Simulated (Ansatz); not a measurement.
A crystal relaxed with r2SCAN in Ansatz has space group Pa-3 (No. 205) and a = 5.632 Å.

| atom | site | x | y | z |
| --- | --- | --- | --- | --- |
| Xx | 4a | 0.0000 | 0.5000 | 0.5000 |
| S | 8c | 0.3879 | 0.1121 | 0.8879 |

The r2SCAN gap is indirect, 0.88 eV (Γ–X (0.90 of the way from Γ) to Γ), below the direct gap of 1.15 eV at Γ. With HSE06 the valence top lies at Γ–X (0.90 of the way from Γ) and the conduction bottom at Γ, 1.74 eV higher; the smallest vertical gap, at Γ, is 2.13 eV. Meshes: r2SCAN 4×4×4, HSE06 4×4×4. r2SCAN's ε∞ is 14.5 in all directions.

Question: Which element is Xx?
A. Os
B. Fe
C. Ru

Answer: C. Xx is Ru: a 12-atom cell of RuS2 (Pa-3) from a materials database. Ru is surrounded by 6 S at 2.36 Å; S is surrounded by 1 S at 2.19 Å and 3 Ru at 2.36 Å.

No spin polarisation and no zero-point or thermal motion.

The runs are scalar-relativistic, without spin-orbit coupling.

Where an edge lies off the special points, it is a point of the mesh or the k point where a search put PBE's edge or least direct gap, reused for the other functionals, whose own edges may lie a little apart.

The meshes of the hybrids are coarse, so their gaps aren't converged to the digits shown.

For a response run the program warns that the ground state's bands aren't all converged, so ε∞ carries an extra error.
